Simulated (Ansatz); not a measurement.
CoC₆ in space group Amm2 (No. 38; Pearson symbol oS14), plane-wave PAW PBEsol (Ansatz code), all energies at zero smearing, with the estimated change up to a 700 eV cutoff added, with one set of potentials and settings (totals compare only within such a set). Cell of 7 atoms (6 C, 1 Co): -6570.470 eV.

```json
[
 {"element": "C", "reference phase": "P6_3/mmc, 4 atoms in the cell", "E (eV/atom)": "-246.6953"},
 {"element": "Co", "reference phase": "P6_3/mmc, 2 atoms in the cell, spin-polarised", "E (eV/atom)": "-5093.0002"}
]
```

Formation energy per atom, worked out: (-6570.470 − 6×(-246.6953) − 1×(-5093.0002))/7 = 0.386 eV/atom (37 kJ per mol of atoms), at 0 K, without zero-point energy or fitted corrections.

The start of the workflow was typed in or built on a structure type; neither database checked (COD, Materials Project) lists it. Whether it is the stable phase at ambient conditions was not checked. The cell was relaxed with PBEsol under the symmetry of its start; whether a distortion lowers the energy is not shown. Magnetic state: ferromagnetic, the only order run, not a proven ground state. The cell computed holds one magnetic atom, so no antiferromagnetic order was within reach. Its formation energy is positive at this level, so the cell may be metastable or incomplete. The references are the lowest solids computed at this level, not always the standard phases.

Potentials: the earlier of the program's two PAW sets. The files were generated under PBE; for other functionals the program regenerates the frozen cores, and for LDA and PBEsol the local potential too.
